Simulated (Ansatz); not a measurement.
Mo2C:
```
Mo2C
1.0
    4.70773     0.00000     0.00000
    0.00000     6.00388     0.00000
    0.00000     0.00000     5.17719
Mo C
8 4
Direct
  0.24524   0.87816   0.07980
  0.75476   0.12184   0.92020
  0.25476   0.62184   0.57980
  0.74524   0.37816   0.42020
  0.74524   0.62184   0.92020
  0.25476   0.37816   0.07980
  0.75476   0.87816   0.42020
  0.24524   0.12184   0.57980
  0.50000   0.87691   0.75000
  0.50000   0.12309   0.25000
  0.00000   0.62309   0.25000
  0.00000   0.37691   0.75000
```

Relaxed with PBEsol. Special points in fractions of this cell's reciprocal vectors: Γ (0.000, 0.000, 0.000); X (0.500, 0.000, 0.000); S (0.500, 0.500, 0.000); Y (0.000, 0.500, 0.000); Z (0.000, 0.000, 0.500); U (0.500, 0.000, 0.500); R (0.500, 0.500, 0.500); T (0.000, 0.500, 0.500).

Problem. List the band energies nearest the Fermi level at these points for plane-wave PAW PBEsol with spin–orbit coupling (Ansatz code).

Solution. In eV from the Fermi level; about four levels below and three above (degenerate sets whole), none deeper than 8.9 eV; points with the same levels are listed once.

| k | below | above |
|---|---|---|
| Γ | -0.65 -0.65 -0.61 -0.61 | 0.56 0.56 0.87 0.87 |
| X | -0.86 -0.86 -0.86 -0.86 | 0.97 0.97 0.97 0.97 |
| S | -0.85 -0.85 -0.78 -0.78 | 0.24 0.24 0.29 0.29 |
| Y | -0.45 -0.45 -0.45 -0.45 | 0.18 0.18 0.18 0.18 |
| Z | -0.44 -0.44 -0.44 -0.44 | 0.04 0.04 0.04 0.04 |
| U | -0.59 -0.59 -0.59 -0.59 | 0.77 0.77 0.77 0.77 |
| R | -0.66 -0.66 -0.66 -0.66 | 1.75 1.75 1.75 1.75 |
| T | -2.01 -2.01 -2.01 -2.01 | 0.11 0.11 0.11 0.11 0.11 0.11 0.11 0.11 |

Space group Pbcn. The first step of the workflow began from a Materials Project structure, measured or hypothetical; the Crystallography Open Database files this formula in space group No. 60, but the cells were not matched. Its standing as an ambient phase is unchecked. Symmetry was held in the PBEsol relaxation; whether a distortion lowers the energy is not shown. No spin polarisation was allowed.

Potentials: the earlier of the program's two PAW sets. The files were generated under PBE; for other functionals the program regenerates the frozen cores, and for LDA and PBEsol the local potential too.
